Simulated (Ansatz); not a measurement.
Relaxed-ion elastic tensor of GaAs (zinc blende, space group No. 216) in GPa (Voigt order), PBEsol in the plane-wave PAW code Ansatz; density 5.30 g/cm³, 22.65 Å³ per atom.

```
 110  49.2  49.2   0.0   0.0   0.0
49.2   110  49.2   0.0   0.0   0.0
49.2  49.2   110   0.0   0.0   0.0
 0.0   0.0   0.0  55.0   0.0   0.0
 0.0   0.0   0.0   0.0  55.0   0.0
 0.0   0.0   0.0   0.0   0.0  55.0
```

Task: Is the crystal mechanically stable?

Result: Yes: the smallest eigenvalue of C is 55.0 GPa.

Task: Work out the Voigt, Reuss and Hill averages.

Result: K_V = 69.4, K_R = 69.4, K_H = 69.4; G_V = 45.1, G_R = 41.5, G_H = 43.3 GPa.

Task: Give Young's modulus, Poisson's ratio, Pugh's ratio and the universal anisotropy index.

Result: E = 9KG/(3K + G) = 108 GPa; ν = 0.24; K/G = 1.60 (brittle by the Pugh limit of 1.75); A_U = 5G_V/G_R + K_V/K_R − 6 = 0.44.

Task: Estimate the sound speeds and the Debye temperature.

Result: v_l = √((K + 4G/3)/ρ) = 4900 m/s, v_t = √(G/ρ) = 2860 m/s, mean 3170 m/s; Θ = (h/k)(3n/4πV)^(1/3) v_m = 334 K.

Task: Give the Zener ratio and Young's modulus along [100], [110] and [111].

Result: A = 2C44/(C11 − C12) = 1.82; 1/E = S11 − 2(S11 − S12 − S44/2)Γ with Γ = 0, 1/4, 1/3 gives 79.3, 112, 131 GPa.

Task: Solve the Christoffel equation for the three sound speeds along [100], [110], [111].

Result: Eigenvalues of C_ijkl n_j n_l equal ρv² (piezoelectric stiffening left out). In km/s, slowest first: [100] 3.22, 3.22, 4.55; [110] 2.39, 3.22, 5.04; [111] 2.70, 2.70, 5.19.

Space group F-43m (zinc blende). The PBEsol relaxation kept the symmetry of its start.

Potentials: the later of the program's two PAW sets.
